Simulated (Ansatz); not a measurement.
Input:

Rh:
```
Rh
1.0
    0.00000     1.91505     1.91505
    1.91505     0.00000     1.91505
    1.91505     1.91505     0.00000
Rh
1
Direct
  0.00000   0.00000   0.00000
```

This is the PBE-relaxed structure.

Q: All from PBE in the plane-wave PAW code Ansatz, unless another level is named. Give the density of states at the Fermi level.

A: 1.3 states/eV per atom (mean over ±0.08 eV).

Q: Next, the gap with spin–orbit coupling?

A: none (metallic).

Space group Fm-3m (fcc (Cu type)). The cell was relaxed with PBE under the symmetry of its start. No spin polarisation was allowed. Scalar-relativistic: spin–orbit coupling is off unless named, which matters more the heavier the elements.

Potentials: the earlier of the program's two PAW sets.
